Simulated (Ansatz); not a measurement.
# How much do the gradients of Si3N4 depend on the method?

Cell: a COD entry (perhaps calculated rather than measured), ions relaxed with PBE at fixed cell.

Space group Fd-3m:1 (No. 227); a = 7.6765 Å.

| site | Wyckoff | site symmetry | x | y | z |
| --- | --- | --- | --- | --- | --- |
| Si1 | 16d | .-3m | 0.1250 | 0.1250 | 0.6250 |
| Si5 | 8a | -43m | 0.5000 | 0.5000 | 0.0000 |
| N | 32e | .3m | 0.8822 | 0.8822 | 0.3822 |

One atom of each set is listed; the run and its k-mesh use a cell of 14 atoms with edges of 5.43, 5.43, 5.43 Å.

First run. Level of theory: DFT, PBE, plane waves and PAW, scalar-relativistic, 420 eV cutoff, Γ-centred 6×6×6 k-points, Fermi–Dirac smearing 0.02 eV (Ansatz 0.2.0).

```tsv
site	V_zz (10²¹ V/m²)	η
Si1	0.22	0.00
N	2.79	0.00
```

Second run. The same atoms and settings, except that the functional is r2SCAN and the cutoff is 500 eV.

**Question.** Given the first result, estimate the second.

**Answer.** 

```
site  V_zz     η  change of V_zz
 Si1  0.29  0.00           +0.07
   N  2.86  0.00           +0.07
```

The largest change of V_zz is on Si1, from 0.22 to 0.29. In per cent, |V_zz| changes by +2 on N (all sites that start above 0.5). Sites without a gradient aren't listed.

For the first run: At this cell the PBE pressure is 14 GPa, so with PBE the cell would grow if it were relaxed. The entry's cell may itself be off.
For the second run: At this cell the r2SCAN pressure is 7 GPa, so with r2SCAN the cell would grow if it were relaxed.
